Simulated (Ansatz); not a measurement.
CsBH₄:
```
CsBH4
1.0
    0.00000     3.61142     3.61142
    3.61142     0.00000     3.61142
    3.61142     3.61142     0.00000
Cs B H
1 1 4
Direct
  0.00000   0.00000   0.00000
  0.50000   0.50000   0.50000
  0.40123   0.40123   0.79630
  0.40123   0.79630   0.40123
  0.79630   0.40123   0.40123
  0.40123   0.40123   0.40123
```

The program Ansatz at the PBEsol level (PAW) gives a gap of 5.46 eV without spin–orbit coupling, maximum at W, minimum at X.

Task: What happens when spin–orbit coupling is switched on?

Result: The gap drops by 0.06 eV, to 5.40 eV; maximum at W, minimum at X.

Task: Give the electron effective mass with spin–orbit coupling.

Result: 0.49, 0.49, 2.6 mₑ (principal values).

Task: Give the hole effective mass with spin–orbit coupling.

Result: 1.3, 1.3, 18 mₑ (principal values).

Space group F-43m. The first step of the workflow began from a Materials Project structure, measured or hypothetical; the Crystallography Open Database copy checked does not list it. Its standing as an ambient phase is unchecked. Symmetry was held in the PBEsol relaxation; whether a distortion lowers the energy is not shown.

Potentials: the later of the program's two PAW sets.
